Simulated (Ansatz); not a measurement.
## Ansatz 0.2.0, relaxation: LaHfTe$_{3}$Au

The command:

```bash
ansatz run input.yaml --threads 2 --pin off --max-ram 3584MiB --backend cpu --events-out ev --progress --plain --runs-dir out
```

Input:

```yaml
crystal:
  lattice:
    - [8.871988, 0.0, 0.0]
    - [0.0, 4.158032, 0.0]
    - [-3.925089, 0.0, 9.974629]
  atoms:
    - { symbol: Te, position: [0.09686, 0.75, 0.86516] }
    - { symbol: Te, position: [0.90314, 0.25, 0.13484] }
    - { symbol: La, position: [0.74309, 0.25, 0.71155] }
    - { symbol: La, position: [0.25691, 0.75, 0.28845] }
    - { symbol: Te, position: [0.45401, 0.25, 0.1274] }
    - { symbol: Te, position: [0.54599, 0.75, 0.8726] }
    - { symbol: Hf, position: [0.69567, 0.75, 0.16492] }
    - { symbol: Hf, position: [0.30433, 0.25, 0.83508] }
    - { symbol: Te, position: [0.73584, 0.75, 0.4349] }
    - { symbol: Te, position: [0.26416, 0.25, 0.5651] }
    - { symbol: Au, position: [0.07244, 0.75, 0.60204] }
    - { symbol: Au, position: [0.92756, 0.25, 0.39796] }
  symmetry: { tolerance: 0.0003 }
kpoints:
  mp_grid: { grid: [3, 5, 3], shift: [0, 0, 0] }
magnetization:
  spin_polarized: false
scf:
  occupations: { method: fermi_dirac, width: 0.1322 }
  lower_state_search: "off"
hamiltonian:
  pseudopotentials: { kind: paw }
  xc: r2scan
basis:
  ecutwfc: 500
  fft_grid_basis: typed
relax:
  max_steps: 40
output:
  forces: true
  stress: true
  eigenvalues: true
  bader: false
  populations: true
  elf: true
  write_potential: true
  volumetric_format: npy
  dos:
    e_range: [-12, 8]
    de: 0.05
    projected: { site_lists: { Au: [Au], Hf: [Hf], La: [La], Te: [Te] } }
  write_density: true
checkpoint:
  read: saved_state
```

Origin of the cell: a known structure type with other elements, at an estimated volume, so it need not be a known compound.

The saved state is a converged single point of the same cell.

Steps:

```json
{"step": "1", "ΔF (meV/atom)": "0.0", "max force component (eV/Å)": "1.597", "SCF iterations": "8", "step was": "accepted"}
{"step": "2", "ΔF (meV/atom)": "-87.0", "max force component (eV/Å)": "0.864", "SCF iterations": "7", "step was": "accepted"}
{"step": "3", "ΔF (meV/atom)": "-131.2", "max force component (eV/Å)": "0.640", "SCF iterations": "8", "step was": "accepted"}
{"step": "4", "ΔF (meV/atom)": "-161.1", "max force component (eV/Å)": "0.440", "SCF iterations": "8", "step was": "accepted"}
{"step": "5", "ΔF (meV/atom)": "-181.5", "max force component (eV/Å)": "0.267", "SCF iterations": "8", "step was": "accepted"}
{"step": "6", "ΔF (meV/atom)": "-195.0", "max force component (eV/Å)": "0.218", "SCF iterations": "9", "step was": "accepted"}
{"step": "7", "ΔF (meV/atom)": "-204.7", "max force component (eV/Å)": "0.189", "SCF iterations": "7", "step was": "accepted"}
{"step": "8", "ΔF (meV/atom)": "-211.4", "max force component (eV/Å)": "0.128", "SCF iterations": "7", "step was": "accepted"}
{"step": "9", "ΔF (meV/atom)": "-212.7", "max force component (eV/Å)": "0.326", "SCF iterations": "8", "step was": "accepted"}
{"step": "10", "ΔF (meV/atom)": "-218.1", "max force component (eV/Å)": "0.170", "SCF iterations": "6", "step was": "accepted"}
{"step": "11", "ΔF (meV/atom)": "-222.8", "max force component (eV/Å)": "0.144", "SCF iterations": "7", "step was": "accepted"}
{"step": "12", "ΔF (meV/atom)": "-225.3", "max force component (eV/Å)": "0.162", "SCF iterations": "7", "step was": "accepted"}
{"step": "13", "ΔF (meV/atom)": "-224.0", "max force component (eV/Å)": "0.183", "SCF iterations": "6", "step was": "rejected"}
{"step": "14", "ΔF (meV/atom)": "-225.8", "max force component (eV/Å)": "0.120", "SCF iterations": "8", "step was": "accepted"}
{"step": "15", "ΔF (meV/atom)": "-226.3", "max force component (eV/Å)": "0.032", "SCF iterations": "5", "step was": "accepted"}
{"step": "16", "ΔF (meV/atom)": "-226.3", "max force component (eV/Å)": "0.022", "SCF iterations": "8", "step was": "accepted"}
{"step": "17", "ΔF (meV/atom)": "-226.4", "max force component (eV/Å)": "0.007", "SCF iterations": "6", "step was": "accepted"}
```

The starting structure.

Space group P2_1/m (No. 11); the run's cell has a = 8.872 Å, b = 4.158 Å, c = 10.719 Å, α = 90.00°, β = 111.48°, γ = 90.00°. Shortest distances: Au–Te 2.75 Å, Hf–Te 2.78 Å, Au–Au 2.95 Å, Au–Hf 3.32 Å, La–Te 3.55 Å.

The relaxed structure.

Space group P2_1/m (No. 11); the run's cell has a = 8.872 Å, b = 4.158 Å, c = 10.719 Å, α = 90.00°, β = 111.48°, γ = 90.00°. Shortest distances: Au–Au 2.77 Å, Au–Hf 2.80 Å, Hf–Te 2.89 Å, Au–Te 3.06 Å, La–Te 3.23 Å, Te–Te 3.48 Å.

```xyz
12
Lattice="8.8720 0.0000 0.0000 0.0000 4.1580 0.0000 -3.9251 0.0000 9.9746" Properties=species:S:1:pos:R:3 pbc="T T T"
Te   -2.6944    3.1185    8.4468
Te    7.6412    1.0395    1.5278
La    3.5883    1.0395    7.4228
La    1.3586    3.1185    2.5518
Te    3.7872    1.0395    1.6259
Te    1.1597    3.1185    8.3487
Hf    5.7074    3.1185    2.7393
Hf   -0.7605    1.0395    7.2353
Te    3.8668    3.1185    4.9668
Te    1.0801    1.0395    5.0079
Au   -1.1383    3.1185    5.3933
Au    6.0852    1.0395    4.5813
```

| Item | Value |
| --- | --- |
| Free energy lowered by | 226.4 meV/atom |
| Final pressure | -2.87 GPa |
| Relaxation steps listed | 17 |

Caveats: no moments, though an odd count or open d shells may carry them; no spin-orbit coupling, though heavy elements are present; the SCF threshold is looser than advised for a stress; the k mesh is coarse if the cell is a metal; the relaxation held the start's symmetry, so the end may be a saddle point.

Time: 13 min on 2 threads of Intel(R) Xeon(R) Platinum 8488C (Sapphire Rapids) (shared host), peak memory 2.4 GiB, from a saved density.
